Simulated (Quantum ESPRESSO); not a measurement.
# Band energies of Na2CO3

```xyz
12
Lattice="4.5885 -2.6427 0.0000 4.5885 2.6427 0.0000 -0.6233 0.0000 6.2542" Properties=species:S:1:pos:R:3 pbc="T T T"
C      2.5611     0.0000     4.7207
C      5.9927     0.0000     1.5335
O      3.1995    -1.1278     4.6258
O      5.3542     1.1278     1.6284
O      5.3542    -1.1278     1.6284
O      3.1995     1.1278     4.6258
O      1.2750     0.0000     4.9304
O      7.2787     0.0000     1.3238
Na     0.0000     0.0000     0.0000
Na    -0.3117     0.0000     3.1271
Na     2.8511     0.0000     1.4301
Na     5.7026     0.0000     4.8240
```

PBEsol (pw.x of Quantum ESPRESSO, ONCV potentials, scalar-relativistic); path ΓYFLI,I1ZF1,YX1,XΓN,MΓ; energies in eV from the valence-band maximum.

```csv
k (1/Å),point,band 36,band 37,band 38,band 39,band 40,band 41,band 42,band 43
0.00,Γ,-1.74,-1.73,-1.71,-0.09,0.00,3.29,4.76,5.30
0.58,,-1.77,-1.67,-1.58,-0.30,-0.20,4.80,4.89,5.40
1.16,Y,-1.86,-1.63,-1.52,-0.47,-0.44,5.09,5.27,5.34
1.34,,-1.84,-1.65,-1.55,-0.43,-0.39,4.67,5.24,5.29
1.90,F,-1.69,-1.65,-1.59,-0.08,-0.06,4.07,4.68,5.23
2.08,,-1.72,-1.69,-1.64,-0.14,-0.11,3.75,4.81,5.25
2.63,,-1.78,-1.69,-1.52,-0.43,-0.31,4.83,5.07,5.41
3.00,L,-1.92,-1.69,-1.61,-0.51,-0.36,5.14,5.32,5.70
3.43,I,-1.84,-1.79,-1.75,-0.61,-0.50,5.30,5.47,5.99
3.43,I1,-1.84,-1.79,-1.75,-0.61,-0.50,5.30,5.47,5.99
4.00,,-1.70,-1.66,-1.63,-0.13,-0.12,4.58,4.65,5.42
4.19,Z,-1.68,-1.63,-1.56,-0.06,-0.04,4.42,4.49,5.34
4.56,,-1.77,-1.68,-1.57,-0.32,-0.21,4.88,4.90,5.53
5.29,,-1.73,-1.64,-1.63,-0.21,-0.16,4.38,4.85,5.24
5.47,F1,-1.69,-1.65,-1.59,-0.08,-0.06,4.07,4.68,5.23
5.47,Y,-1.86,-1.63,-1.52,-0.47,-0.44,5.09,5.27,5.34
5.50,X1,-1.86,-1.63,-1.52,-0.47,-0.44,5.09,5.27,5.34
5.50,X,-1.86,-1.63,-1.52,-0.47,-0.44,5.09,5.27,5.34
6.08,,-1.80,-1.74,-1.53,-0.53,-0.47,4.83,5.33,5.42
6.66,Γ,-1.74,-1.73,-1.71,-0.09,0.00,3.29,4.76,5.30
6.87,,-1.77,-1.70,-1.66,-0.15,-0.08,3.55,4.83,5.30
7.49,N,-1.87,-1.74,-1.67,-0.50,-0.44,5.33,5.38,5.84
7.49,M,-1.86,-1.62,-1.58,-0.51,-0.45,4.97,5.38,5.39
8.18,Γ,-1.74,-1.73,-1.71,-0.09,0.00,3.29,4.76,5.30
```

The PBEsol gap is direct, 3.29 eV at Γ.

Geometry of the Materials Project entry, not relaxed at this level.
